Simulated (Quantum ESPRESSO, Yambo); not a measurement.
**Levels of theory for the gap of TiO2**

TiO$_{2}$ (space group P2_1/c, No. 14): one geometry, one set of PBEsol (Quantum ESPRESSO, PseudoDojo norm-conserving, 84 Ry, no spin-orbit coupling) orbitals, self-energies from Yambo (4×2×2 Γ-centred k mesh, bands 5 to 242 and a 8 Ry block in the screening, 242 bands in G with the Bruneval-Gonze terminator, plasmon pole fitted at 27.2 eV).

The geometry is that of Materials Project entry mp-430, symmetrised and not relaxed again.

```json
[
 {"level": "PBEsol (Quantum ESPRESSO)", "gap Γ → (-0.5, 0, 0) (eV)": "2.28", "direct gap at (-0.5, 0, 0) (eV)": "2.35", "rough Yambo cost": "–"},
 {"level": "exchange only (Hartree-Fock self-energy on PBEsol orbitals)", "gap Γ → (-0.5, 0, 0) (eV)": "14.72", "direct gap at (-0.5, 0, 0) (eV)": "14.86", "rough Yambo cost": "about 1/30 (14 states)"},
 {"level": "static COHSEX@PBEsol", "gap Γ → (-0.5, 0, 0) (eV)": "4.10", "direct gap at (-0.5, 0, 0) (eV)": "4.17", "rough Yambo cost": "within a factor of two (3 states)"},
 {"level": "G0W0@PBEsol, plasmon pole", "gap Γ → (-0.5, 0, 0) (eV)": "3.65", "direct gap at (-0.5, 0, 0) (eV)": "3.71", "rough Yambo cost": "1 (14 states)"}
]
```

Bare exchange has no screening and gives the widest gap; static COHSEX screens it but leaves out the frequency dependence, which G0W0 restores.

Costs are rough ratios of core time on shared machines.

Nearest settings tried, and what they do to the gap: 164 bands in W, 164 bands in G: -1 meV; 3 Ry block (77 vectors against 301): +356 meV. Not varied: mesh. So the settings aren't converged at that level.

This is not the ordinary phase of the substance.
